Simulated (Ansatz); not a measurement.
Ansatz run, GaCo6Si2

The input, for Ansatz 0.2.0 (plane waves, PAW):

```yaml
crystal:
  lattice:
    - [5.106828, 0.500935, 0.085323]
    - [-0.094194, 4.207387, 0.591857]
    - [0.512365, -0.760192, 4.93571]
  atoms:
    - { symbol: Ga, position: [0.904957, 0.274922, 0.376047] }
    - { symbol: Si, position: [0.321649, 0.216044, 0.531832] }
    - { symbol: Si, position: [0.587569, 0.559764, 0.183467] }
    - { symbol: Co, position: [0.889523, 0.474794, 0.816826] }
    - { symbol: Co, position: [0.699159, 0.032877, 0.01644] }
    - { symbol: Co, position: [0.044092, 0.753902, 0.217764] }
    - { symbol: Co, position: [0.68622, 0.848333, 0.542351] }
    - { symbol: Co, position: [0.302288, 0.768231, 0.810554] }
    - { symbol: Co, position: [0.262983, 0.268731, 0.045354] }
kpoints:
  mp_grid: { grid: [4, 4, 4], shift: [0.5, 0.0, 0.5] }
magnetization:
  spin_polarized: false
scf:
  occupations: { method: fermi_dirac }
  lower_state_search: "off"
  max_iter: 200
hamiltonian:
  pseudopotentials: { kind: paw }
  xc: r2scan
basis:
  ecutwfc: 500
  fft_grid_basis: typed
output:
  forces: true
  stress: true
  eigenvalues: true
  bader: true
  populations: true
  elf: true
  write_potential: true
  volumetric_format: npy
  dos:
    e_range: [-12, 8]
    de: 0.05
    projected: { site_lists: { Co: [Co], Ga: [Ga], Si: [Si] } }
checkpoint:
  read: saved_state
```

The saved state is an earlier solution for the same cell, perhaps on another mesh. 

Parts of the output:

```
Pseudopotentials: kind: paw
Pseudopotential: Ga, paw, valence charge 13, recommended cutoff 500 eV (meta_gga), Ga.paw.azcp
Pseudopotential: Si, paw, valence charge 4, recommended cutoff 500 eV (meta_gga), Si.paw.azcp
Pseudopotential: Co, paw, valence charge 17, recommended cutoff 500 eV (meta_gga), Co.paw.azcp
Functional definition: r2SCAN
  exchange = r2scan_x(k0 = k0, k1 = k1, a1 = a1)
  correlation = r2scan_c
Crystal: 9 atoms, lattice volume = 108.555 Å³
Basis set: ecut = 500 eV, 2763 PW (Γ), exchange–correlation on 160×128×160 points (64 copies of the dense FFT grid, shifted against one another)
Bands: 74, of which v1, the nominal top of the filled ones, is band 62 counted from 1 (61 counted from 0)
Symmetry: 1 space group operations
Space group: P1 (ITA 1), of the structure as read, at distance tolerance 4.8e-5 Å
k-points: 32 of 64 (time reversal used)
Initial density: read from a saved state, or passed on in memory by an earlier SCF of this step, an earlier step, the calling program or the single point that the run made first
Functional: x = r2scan, c = r2scan; τ floored in thin density (d = 2e-4 eV/Å³)
SCF iter   1: F=-35853.0721 eV  Δρ=6.34e-3  dr2=2.55e-2  dr2_τ=2.10e-2
SCF iter   2: F=-35852.3485 eV  Δρ=2.90e-2  dr2=8.34e-1  dr2_τ=7.96e-3  recentre
SCF iter   3: F=-35853.0870 eV  Δρ=4.42e-3  dr2=9.38e-3  dr2_τ=2.97e-3
SCF iter   4: F=-35853.0900 eV  Δρ=3.49e-3  dr2=5.88e-3  dr2_τ=1.78e-3
SCF iter   5: F=-35853.0945 eV  Δρ=2.29e-3  dr2=8.06e-4  dr2_τ=1.25e-3
SCF iter   6: F=-35853.0948 eV  Δρ=1.10e-3  dr2=2.54e-4  dr2_τ=2.74e-4
SCF iter   7: F=-35853.0949 eV  Δρ=3.59e-4  dr2=7.16e-5  dr2_τ=7.73e-6
SCF iter   8: F=-35853.0948 eV  Δρ=3.92e-4  dr2=1.33e-4  dr2_τ=4.85e-6
SCF iter   9: F=-35853.0949 eV  Δρ=3.45e-4  dr2=1.09e-4  dr2_τ=5.42e-6
SCF iter  10: F=-35853.0949 eV  Δρ=1.96e-4  dr2=3.03e-5  dr2_τ=1.79e-6
SCF iter  11: F=-35853.0949 eV  Δρ=1.07e-4  dr2=7.91e-6  dr2_τ=1.10e-6
SCF iter  12: F=-35853.0949 eV  Δρ=1.24e-4  dr2=1.37e-5  dr2_τ=4.66e-7
SCF iter  13: F=-35853.0949 eV  Δρ=1.03e-4  dr2=9.59e-6  dr2_τ=5.16e-7
SCF iter  14: F=-35853.0949 eV  Δρ=8.58e-5  dr2=7.01e-6  dr2_τ=1.30e-7
SCF iter  15: F=-35853.0949 eV  Δρ=4.70e-5  dr2=2.31e-6  dr2_τ=6.90e-8
SCF iter  16: F=-35853.0949 eV  Δρ=3.49e-5  dr2=1.45e-6  dr2_τ=1.55e-8
SCF iter  17: F=-35853.0949 eV  Δρ=1.72e-5  dr2=2.53e-7  dr2_τ=2.00e-8
SCF iter  18: F=-35853.0949 eV  Δρ=4.85e-5  dr2=2.13e-6  dr2_τ=3.49e-8  recentre
SCF iter  19: F=-35853.0949 eV  Δρ=3.42e-5  dr2=1.05e-6  dr2_τ=1.51e-8
SCF iter  20: F=-35853.0949 eV  Δρ=2.24e-5  dr2=4.69e-7  dr2_τ=6.69e-9
SCF iter  21: F=-35853.0949 eV  Δρ=1.19e-5  dr2=1.12e-7  dr2_τ=7.16e-9
SCF iter  22: F=-35853.0949 eV  Δρ=8.20e-6  dr2=5.67e-8  dr2_τ=3.20e-9
Free energy (F): -35853.0949 eV
Harris-Foulkes:  -35853.0949 eV  (|F-HF|=3.14e-8)
Internal energy: -35852.6219 eV  (E = F + TS)
E sigma→0 (E₀):  -35852.8584 eV
Entropy (-TS):   -0.4730 eV (-52.559 meV/atom)
Fermi energy:    15.3948 eV
--- Per-component energies (eV) ---
  E_band       = -1783.2172
  E_kinetic    = 2943.9881
  E_local      = -22952.4957  (includes V_loc(G=0)·N_el)
  E_nonlocal   = 3231.4227
  E_hartree    = 9971.1740
  E_xc         = -1114.3872
  E_vxc        = -1544.7675  (∫ρ·V_xc dr)
  E_paw        = -12197.5820  (= ΣΔE_a)
  E_vpaw       = -3500.1466  (= ΣTr[D̂ρ^β])
  E_aug_tail   = 0.0002  (compensation charges beyond the density's cutoff)
  E_vtau       = 96.4329  (kinetic-family band-sum trace: ∫τ·v_τ [+ j·A + Jᵃ·Aᵃ] dr)
  E_ewald      = -15732.1648
  E_core_change = -2.5772  (= ΣΔE_core)
  E_smearing   = -0.4730  (= −TS)
--- Forces (eV/Å), atoms counted from 1 ---
  atom   1  Ga    -0.0250    -0.8921     0.8274
  atom   2  Si     0.8855    -0.0286     1.0988
  atom   3  Si    -2.6035     1.4204    -1.2784
  atom   4  Co     0.8102     0.7271     0.4945
  atom   5  Co    -0.0671    -0.4251    -0.3259
  atom   6  Co     1.0938     0.1815    -0.2499
  atom   7  Co    -0.5457    -0.0870    -0.2199
  atom   8  Co     0.1775    -0.6517    -0.2171
  atom   9  Co     0.2745    -0.2444    -0.1294
--- Stress (GPa, compression-positive) ---
        4.8026      -2.8460      -3.2203
       -2.8460      -2.1196      -5.4815
       -3.2203      -5.4815      -8.0224
  P = ⅓ Tr σ = -1.7798 GPa (-17.798 kbar)
--- Löwdin populations: 9 sites ---
  site symbol       q [e]
     0     Ga     13.7475
     1     Si      4.1310
     2     Si      4.1686
     3     Co     16.6453
     4     Co     16.6443
     5     Co     16.5924
     6     Co     16.6412
     7     Co     16.6558
     8     Co     16.6340
  spilling = 0.0093 (of n_electrons = 123.0000)
--- Bader charges: 9 sites ---
  site symbol  charge [e]  shift [e]
     0     Ga      0.1071     0.0024
     1     Si      0.2243     0.0022
     2     Si      0.3387     0.0035
     3     Co     -0.1090     0.0017
     4     Co     -0.0818     0.0000
     5     Co     -0.0217     0.0010
     6     Co     -0.2365     0.0017
     7     Co     -0.0087     0.0006
     8     Co     -0.2123     0.0005
```

Origin: a disordered cell, so it need not be a known compound. Caveats: no spin polarisation, so a magnetic state may lie lower; the k mesh is coarse if the cell is a metal; atoms or cell far from equilibrium.
